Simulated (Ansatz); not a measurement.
Computed properties of Mg2NCl (R-3m)

All numbers come from the PAW code Ansatz. (Simulation; spin polarisation is off.)

The cell is Mg2NCl (R-3m) from a database of computed structures; cell and atoms were relaxed with r2SCAN. Space group R-3m (No. 166), trigonal; a = 3.293 Å, c = 17.814 Å in the conventional setting, 13.94 Å³ an atom. Around Mg lie 3 N at 2.15 Å and 3 Cl at 2.74 Å; around N lie 6 Mg at 2.15 Å; around Cl lie 6 Mg at 2.74 Å.

Relaxed lattice by functional, symmetry kept:
```tsv
functional	k mesh	a (Å)	c (Å)	volume (Å³/atom)
PBE	8×8×8	3.319	18.023	14.33
r2SCAN	8×8×8	3.293	17.814	13.94
PBEsol	8×8×8	3.287	17.795	13.88
LDA	8×8×8	3.248	17.542	13.35
HSE06	6×6×6	3.289	17.834	13.92
```

Gaps on the r2SCAN cell, each the least over its mesh and the special points:
```csv
level,k mesh,gap (eV),kind,edges,least direct gap (eV),rough cost
LDA,10×10×10,2.35,direct,Γ,2.35,8 core-seconds
PBE,10×10×10,2.44,direct,Γ,2.44,8 core-seconds
r2SCAN,10×10×10,3.12,direct,Γ,3.12,24 core-seconds
HSE06,6×6×6,3.65,direct,Γ,3.65,4 core-minutes
DDH-PBE0,6×6×6,4.11,direct,Γ,4.11,5 core-minutes
PBE0,6×6×6,4.35,direct,Γ,4.35,4 core-minutes
"G0W0@PBE (166 empty bands, 120 eV, 6×6×6)",6×6×6,3.76,–,Γ (mesh),–,18 core-minutes
```
PBE: smearing of 0.02 eV; the others have fixed occupations.
Wave cutoffs: 420 eV, 500 eV (r2SCAN).
The G0W0 gap is PBE's gap over the path plus the quasiparticle shift read on the mesh. G0W0 values are finite-basis, finite-mesh values.
Costs come from shared machines and give only the order; PBE's includes the band path. The runs had 2 threads of Arm Neoverse V1 (shared host).

With HSE06 the gap is 3.65 eV and direct, at Γ.

Set against the finite-basis gap of 3.76 eV from G0W0@PBE (166 empty bands, 120 eV, 6×6×6), the closest functional is HSE06, which differs by -0.11 eV, at about 9 times r2SCAN's cost; G0W0 itself took about 40 times r2SCAN's cost. The others: DDH-PBE0 +0.35, PBE0 +0.59, r2SCAN -0.64, PBE -1.32, LDA -1.41 eV. The yardstick's own error is a tenth of an eV or more. r2SCAN covers 56 % of the step from PBE to HSE06, while HSE06 needs about 9 times r2SCAN's cost (on a coarser mesh). Among these functionals the gap stays direct.

r2SCAN (ground state on 8×8×8): ε∞: 4.03 along x and y, 4.43 along z. Born charges, averaged over directions: Mg +2.02, N -2.56, Cl -1.47 e. PBE (ground state on 8×8×8): The electronic dielectric tensor ε∞ is 4.40 along x and y, 4.85 along z. Born charges, averaged over directions: Mg +2.03, N -2.56, Cl -1.49 e.

On the PBEsol cell (a = 3.287 Å, c = 17.795 Å), with PBEsol: The zone-centre optical frequencies run from 92 to 468 cm⁻¹, none imaginary (the rest of the zone wasn't tested). With the long-range field the highest mode reaches 619 cm⁻¹. By the program's warning the force constants, and with them frequencies and ε⁰, aren't converged on this mesh. The electronic dielectric tensor ε∞ is 4.47 along x and y, 4.95 along z. With the ions relaxed, ε⁰ is 15.6 along x and y, 16.6 along z. Born charges, averaged over directions: Mg +2.02, N -2.57, Cl -1.48 e.
